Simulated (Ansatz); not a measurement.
Relaxing an invented ZrB structure

Computed with DFT PBE, scalar-relativistic, plane waves, PAW (Ansatz 0.2.0). Cutoff 420 eV, Gaussian smearing, Γ-centred meshes. Cell and atoms relax first on a coarse mesh and then on a finer one. In between, the cell is made exact in the group found at 0.06 Å. In metals the finer mesh still leaves noise of several meV/atom or more. The steps can't lower the symmetry of their start. No spin polarisation in the relaxation; trial moments died out in a coarse test.

The cell of ZrB is invented: ordered superstructure of diamond (F-43m, No. 216) (sublattice all; occupants of the shared sites, in ratio, B: 1, Zr: 1). Lengths were set from tabulated atomic sizes, so they are only a guess.

```cif
data_structure
_symmetry_space_group_name_H-M 'P 1'
_symmetry_Int_Tables_number 1
_cell_length_a 3.8351
_cell_length_b 3.8351
_cell_length_c 3.8351
_cell_angle_alpha 60.000
_cell_angle_beta 60.000
_cell_angle_gamma 60.000
_cell_volume 39.89
loop_
_atom_site_label
_atom_site_type_symbol
_atom_site_fract_x
_atom_site_fract_y
_atom_site_fract_z
_atom_site_occupancy
Zr1 Zr 0.75000 0.75000 0.75000 1
B1 B 0.00000 0.00000 0.00000 1
```

Energies over the elements count from the elements' standard structures at the same level, with no fitted energy shifts.

Question: Which structure results?

Answer: The symmetry stays F-43m (No. 216). The end has the zinc blende type. The volume per atom shrinks by 7.4 %, from 19.9 to 18.5 Å³. The shortest distance goes from 2.35 Å (Zr–B) to 2.29 Å (Zr–B). Conventional cell: a = 5.287 Å. Around Zr lie 4 B at 2.29 Å; around B lie 4 Zr at 2.29 Å.

```cif
data_structure
_symmetry_space_group_name_H-M 'P 1'
_symmetry_Int_Tables_number 1
_cell_length_a 3.7385
_cell_length_b 3.7385
_cell_length_c 3.7385
_cell_angle_alpha 60.000
_cell_angle_beta 60.000
_cell_angle_gamma 60.000
_cell_volume 36.95
loop_
_atom_site_label
_atom_site_type_symbol
_atom_site_fract_x
_atom_site_fract_y
_atom_site_fract_z
_atom_site_occupancy
Zr1 Zr 0.75000 0.75000 0.75000 1
B1 B 0.00000 0.00000 0.00000 1
```

Question: Give its energy and gap.

Answer:

- Energy over the elements: +0.50 eV/atom
- Gap on the 18×18×18 mesh of the 2-atom cell: 0 eV (a metal)

It can't be a ground state, since the elements alone are lower.

The last run used Gaussian smearing of 0.10 eV. Symmetry constrained the relaxation, so the result can be a saddle point. In all, the 3 runs took 56 s on 1 thread of Arm Neoverse V1, with other jobs on the host.
